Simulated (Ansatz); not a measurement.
# Structure optimisation: rhenium, omega (AlB2-type)

Level of theory: Ansatz, DFT, PBEsol, plane waves (420 eV) with PAW, scalar-relativistic. (PAW data from PBE, frozen cores regenerated.)

k-point mesh 8×8×12, Fermi-Dirac smearing 0.1 eV, no spin polarisation. Cell and atoms relax.

Starting structure:

```yaml
crystal:
  lattice:
    - [4.3646887072, 0.0, 0.0]
    - [-2.1823443536, 3.7799313, 0.0]
    - [0.0, 0.0, 2.6755541775]
  atoms:
    - { symbol: Re, position: [0.0, 0.0, 0.0] }
    - { symbol: Re, position: [0.3333333333, 0.6666666667, 0.5] }
    - { symbol: Re, position: [0.6666666667, 0.3333333333, 0.5] }
hamiltonian:
  xc: pbesol
  pseudopotentials:
    kind: paw
    azcp:
      Re: "pseudopotentials/Re.paw.azcp"
basis:
  ecutwfc: 420
  fft_grid_basis: typed
kpoints:
  mp_grid: { grid: [8, 8, 12], shift: [0, 0, 0] }
magnetization:
  spin_polarized: false
scf:
  occupations: { method: fermi_dirac, width: 0.1 }
relax:
  max_steps: 60
  f_tol: 0.01
  cell: {}
```

Q: What cell does the relaxation end in?

A: P6/mmm with a = 4.341 Å, c = 2.718 Å (c/a = 0.626); 14.79 Å³ per atom against 14.71 at the start (0.5 %).

Q: How much energy does the relaxation gain?

A: 7.3 meV per atom.

Path of the relaxation (the plane waves are chosen anew near the end, which can shift the energy a little):

| step | E − E(final) (meV/atom) | V (Å³/atom) | P (GPa) | max force (eV/Å) |
| --- | --- | --- | --- | --- |
| 0 | 7.33 | 14.714 | 1.49 | 0.000 |
| 1 | 0.08 | 14.791 | -0.08 | 0.000 |
| 2 | 0.08 | 14.787 | 0.00 | 0.000 |
| 3 | 0.00 | 14.787 | 0.00 | 0.000 |
